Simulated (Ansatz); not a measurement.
# Property card for AgPd

AgPd:
```xyz
2
Lattice="1.3952 0.8055 4.5880 -1.3952 0.8055 4.5880 0.0000 -1.6111 4.5880" Properties=species:S:1:pos:R:3 pbc="T T T"
Ag     0.0000     0.0000     0.0000
Pd     0.0000     0.0000     6.8819
```

Space group R-3m (No. 166); conventional cell a = b = 2.7904 Å, c = 13.7639 Å, α = β = 90.00°, γ = 120.00°.

Method: the program Ansatz at the PBEsol level (PAW). The cell and atoms are relaxed at this level. Other levels are named where they apply.

**Cell and energy**

| Property | Value |
|---|---|
| Volume per atom | 15.47 Å³ |
| Density | 11.50 g/cm³ |
| Formation energy from the elements (no fitted shifts) | -5.8 kJ/mol of atoms |

**Electronic structure**

| Quantity | Value |
|---|---|
| Electronic character | metallic (no gap) |
| Density of states at the Fermi level | 0.51 states/eV per atom (mean over ±0.08 eV) |
| Gap with spin–orbit coupling | none (metallic) |

**Mechanics**

| Item | Value |
|---|---|
| Bulk modulus (Birch–Murnaghan fit) | 159 GPa |
| Pressure derivative B′ | 5.5 |
| Elastic constants (relaxed ions, GPa) | C11 = 256, C12 = 116, C13 = 107, C14 = -21.7, C33 = 263, C44 = 44.3 |
| Mechanical stability | stable (all eigenvalues of C positive) |
| Hill bulk and shear moduli | 159 and 55.7 GPa |
| Young's modulus | 150 GPa |
| Poisson's ratio | 0.34 |
| Debye temperature from the elastic constants | 295 K |

**Phonons**

| Quantity | Value |
|---|---|
| Highest zone-centre frequency | 210 cm⁻¹ |
| Zone-centre stability | no imaginary mode at Γ |

The first step of the workflow began from a Materials Project structure, measured or hypothetical; the Crystallography Open Database copy checked does not list it. With Ag and Pd taken as one species the cell has the higher symmetry Fm-3m, so it may be an ordered model of a mixed-site phase. Whether it is the stable phase at ambient conditions was not checked. Symmetry was held in the PBEsol relaxation. No spin polarisation was allowed. As this level gives no gap, shear constants depend on the k-mesh and smearing (Fermi–Dirac, 0.1 eV here). As this level gives no gap, phonon frequencies hold no LO–TO term and depend on the k-mesh and smearing (Fermi–Dirac, 0.1 eV here). Axis ratios of metals converge slowly with the k-mesh, so a and c are less sure than the volume. The references are the lowest solids computed at this level, not always the standard phases. Spin–orbit coupling is left out wherever it is not named.

Potentials: the later of the program's two PAW sets.
